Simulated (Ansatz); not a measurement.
**Bi2S3: a ladder of calculations**

Cell of run 1: an entry of the Crystallography Open Database (COD) (listed for 9.2 GPa).

```cif
data_Bi2S3
_symmetry_space_group_name_H-M 'Pnma'
_symmetry_Int_Tables_number 62
_cell_length_a 10.6340
_cell_length_b 3.8423
_cell_length_c 10.4630
_cell_angle_alpha 90.000
_cell_angle_beta 90.000
_cell_angle_gamma 90.000
loop_
_atom_site_label
_atom_site_type_symbol
_atom_site_symmetry_multiplicity
_atom_site_Wyckoff_symbol
_atom_site_fract_x
_atom_site_fract_y
_atom_site_fract_z
Bi1 Bi 4 c 0.9944 0.2500 0.6748
Bi5 Bi 4 c 0.3253 0.2500 0.4677
S9 S 4 c 0.0529 0.2500 0.1296
S13 S 4 c 0.3724 0.2500 0.0602
S17 S 4 c 0.2223 0.2500 0.7963
```

One atom of each set is listed.

Relaxed positions (PBE, cell held):

Bi1 (0.9905, 0.2500, 0.6778)
Bi5 (0.3204, 0.2500, 0.4727)
S9 (0.0518, 0.2500, 0.1282)
S13 (0.3747, 0.2500, 0.0598)
S17 (0.2234, 0.2500, 0.7951)

All runs are DFT with Ansatz 0.2.0 (plane waves and PAW, scalar-relativistic unless spin–orbit coupling is named, Γ-centred meshes, Fermi–Dirac smearing where given) in this cell.

Run 1: PBE, atoms as given; 420 eV, 3×7×3 k-points, smearing 0.02 eV.
Run 2: PBE, atoms relaxed; 420 eV, 3×7×3 k-points, smearing 0.02 eV.
Run 3: r2SCAN, at the relaxed atoms; 500 eV, 3×7×3 k-points, smearing 0.02 eV.
Run 4: PBE with spin–orbit coupling, at the relaxed atoms; 420 eV, 3×7×3 k-points, smearing 0.02 eV.

Q: What does each run give, and what moves the gradients most?

A: 

```json
{"run": "1", "Bi1 V_zz (η)": "-3.12 (0.14)", "Bi5 V_zz (η)": "-11.94 (0.18)", "S9 V_zz (η)": "-2.22 (0.42)", "S13 V_zz (η)": "-5.44 (0.06)", "S17 V_zz (η)": "1.51 (0.26)"}
{"run": "2", "Bi1 V_zz (η)": "-4.32 (0.10)", "Bi5 V_zz (η)": "-8.37 (0.35)", "S9 V_zz (η)": "-1.39 (0.73)", "S13 V_zz (η)": "-5.30 (0.19)", "S17 V_zz (η)": "0.88 (0.73)"}
{"run": "3", "Bi1 V_zz (η)": "-4.36 (0.01)", "Bi5 V_zz (η)": "-9.63 (0.28)", "S9 V_zz (η)": "-1.46 (0.57)", "S13 V_zz (η)": "-5.35 (0.18)", "S17 V_zz (η)": "1.20 (0.68)"}
{"run": "4", "Bi1 V_zz (η)": "-3.58 (0.23)", "Bi5 V_zz (η)": "-8.81 (0.26)", "S9 V_zz (η)": "-1.67 (0.46)", "S13 V_zz (η)": "-5.28 (0.23)", "S17 V_zz (η)": "0.92 (0.09)"}
```

V_zz in 10²¹ V/m². Against run 1, the gradient tensors on these sites move by at most 4.52 in run 2 (Bi5), 3.54 in run 3 (Bi5), 3.98 in run 4 (Bi5). Taken one at a time, the positions of the atoms (as given or relaxed) move the tensors on these sites by up to 4.52 (largest principal value of the change, on Bi5), the functional (r2SCAN with its higher cutoff) by 1.27 (Bi5), spin–orbit coupling by 0.98 (Bi1). On Bi1 V_xx and V_yy change places between runs (or their axes turn by over 50°), so η hides a larger change.

In runs 2, 4 the gap is small for the k-mesh or the smearing, and small gradients can still move by 0.1 × 10²¹ V/m² or more. In run 1 the atoms aren't at the calculated equilibrium (largest force 0.32 eV/Å). The cell isn't the equilibrium one in runs 1, 2, 3, 4 (calculated pressure 13, 12, 11, 12 GPa), and the entry's cell may itself be off.
